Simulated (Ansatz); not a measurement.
The cell is COD entry 1510322, as deposited and not checked against the literature; nothing was relaxed. The listed cell was then made from it by scaling, straining or moving an atom.

An input for ZnAu: DFT, PBEsol, all-electron PAW with datasets made for the crystal, scalar-relativistic (Ansatz 0.2.0).

Command: `ansatz run input.yaml --threads 1 --pin off --max-ram 3072MiB --backend cpu --events-out ev --progress --plain --runs-dir out` The run took 20 s on 1 thread of Intel(R) Xeon(R) 6975P-C (Granite Rapids), on a shared host, peak memory 0.62 GiB.

```yaml
crystal:
  lattice:
    - [3.1364748378, 0.0, 0.0]
    - [0.0, 3.1364748378, 0.0]
    - [0.0, 0.0, 3.1364748378]
  atoms:
    - { symbol: Zn, position: [0.5, 0.5, 0.5] }
    - { symbol: Au, position: [0.0, 0.0, 0.0] }
kpoints:
  mp_grid: { grid: [13, 13, 13] }
scf:
  occupations: { method: fermi_dirac, width: 0.05 }
hamiltonian:
  xc: pbesol
  pseudopotentials: { kind: all_electron, datasets: crystal }
output:
  forces: true
  stress: true
  eigenvalues: true
  efg: { contact_densities: true }
```

Set-up and iterations as logged by Ansatz (the results part is left out, to be predicted):

```
hamiltonian.pseudopotentials.datasets: crystal makes datasets for this crystal and solves the spheres of its atoms anew in each pass: cutoff 280.0 eV, the density's 1120.0 eV; for an error of 0.50 meV an atom under PBE, 1.0 meV for the cell; an energy difference from a run of another recipe may be off by several times the error for the cell, under r2SCAN by more, where some 0.1 meV an atom stays at smaller errors; Zn in spheres of 1.339 Å, 12 of its electrons in bands, 8 on its site; Au in spheres of 1.376 Å, 11 of its electrons in bands, 8 on its site; only band paths and densities of states list, in semicore columns, the levels of the semicore shells that are solved separately: 3s of Zn, 3p of Zn, 5s of Au, 5p of Au
Engine: ansatz 0.2.0
Pseudopotentials: kind: all_electron
Pseudopotential: Zn, paw, valence charge 20, recommended cutoff 280 eV (normal), Koelling and Harmon's equation, gaussian nucleus
Pseudopotential: Au, paw, valence charge 19, recommended cutoff 280 eV (normal), Koelling and Harmon's equation, gaussian nucleus
Functional definition: PBEsol
  exchange = pbesol_x
  correlation = pbesol_c
Crystal: 2 atoms, lattice volume = 30.855 Å³
Basis set: ecut = 280 eV, 341 PW (Γ), exchange–correlation on 36×36×36 points (8 copies of the dense FFT grid, shifted against one another)
Bands: 16, of which v1, the nominal top of the filled ones, is band 12 counted from 1 (11 counted from 0)
Symmetry: 48 space group operations
Space group: Pm-3m (ITA 221), of the structure as read, at distance tolerance 3.1e-5 Å
k-points: 84 of 2197
Non-local potential: Zn, projectors of the file, l = 0: 1, l = 1: 1, l = 2: 2
Non-local potential: Au, projectors of the file, l = 0: 1, l = 1: 1, l = 2: 2
PAW form: soft (Blöchl's): semilocal exchange-correlation on the pseudo side does not see the compensation charge
PAW one-centre angular grid: Zn, 590 points (default); XC on its mesh's 1915 points in the sphere
PAW one-centre angular grid: Au, 590 points (default); XC on its mesh's 1815 points in the sphere
Initial density: superposition of atomic densities (neutral atoms: chi_scale 0, normalization atom)
Initial wavefunctions: pseudopotential atomic-orbital guess
Functional: x = pbesol(κ = 0.804, μ = 0.12345679012345678), c = pbesol(β = 0.046)
iter 1 solved again at ethr=1.02e-2 eV; its pass at ethr=1.00e-1 eV (dr2=2.36e0 eV) is discarded
SCF iter   1: F=—  HF=-565918.554367 eV  |F-HF|=—  |Δ(HF+E_count)|=         —  Δρ=8.48e-2  dr2=2.39e0  ethr=1.02e-2  ⟨swp⟩=2.2  Hψ=7235  notcnv=0
SCF iter   2: F=—  HF=-565918.254186 eV  |F-HF|=—  |Δ(HF+E_count)|=   3.00e-1  Δρ=4.54e-2  dr2=7.04e-1  ethr=1.02e-2  ⟨swp⟩=2.5  Hψ=2733  notcnv=0
SCF iter   3: F=—  HF=-565918.115740 eV  |F-HF|=—  |Δ(HF+E_count)|=   1.38e-1  Δρ=2.37e-2  dr2=2.28e-1  ethr=3.06e-3  ⟨swp⟩=3.1  Hψ=3548  notcnv=0  defer=1
iter 4 solved again at ethr=2.48e-5 eV; its pass at ethr=9.91e-4 eV (dr2=5.70e-3 eV) is discarded
SCF iter   4: F=—  HF=-565918.028427 eV  |F-HF|=—  |Δ(HF+E_count)|=   8.73e-2  Δρ=5.55e-3  dr2=5.74e-3  ethr=2.48e-5  ⟨swp⟩=2.0  Hψ=6521  notcnv=0  defer=2
SCF iter   5: F=—  HF=-565918.038702 eV  |F-HF|=—  |Δ(HF+E_count)|=   1.03e-2  Δρ=2.17e-3  dr2=1.07e-3  ethr=2.48e-5  ⟨swp⟩=3.0  Hψ=3287  notcnv=0
SCF iter   6: F=—  HF=-565918.040725 eV  |F-HF|=—  |Δ(HF+E_count)|=   2.02e-3  Δρ=5.28e-4  dr2=1.10e-4  ethr=4.65e-6  ⟨swp⟩=3.0  Hψ=2771  notcnv=0
SCF iter   7: F=—  HF=-565918.040701 eV  |F-HF|=—  |Δ(HF+E_count)|=   2.45e-5  Δρ=3.38e-4  dr2=4.24e-5  ethr=4.77e-7  ⟨swp⟩=3.0  Hψ=3531  notcnv=0
SCF iter   8: F=—  HF=-565918.040694 eV  |F-HF|=—  |Δ(HF+E_count)|=   7.35e-6  Δρ=1.02e-4  dr2=4.27e-6  ethr=1.84e-7  ⟨swp⟩=2.1  Hψ=2321  notcnv=0
SCF iter   9: F=—  HF=-565918.040693 eV  |F-HF|=—  |Δ(HF+E_count)|=   5.34e-7  Δρ=1.86e-5  dr2=1.31e-7  ethr=1.86e-8  ⟨swp⟩=3.0  Hψ=2530  notcnv=0
SCF iter  10: F=-565918.040693 eV  HF=-565918.040693 eV  |F-HF|=1.16e-9  |Δ(HF+E_count)|=   1.99e-8  Δρ=2.47e-6  dr2=1.80e-9  ethr=5.72e-10  ⟨swp⟩=3.0  Hψ=2726  notcnv=0
```

(1) What pressure will this run report?

Answers

(1) -1.06 GPa (positive in compression).
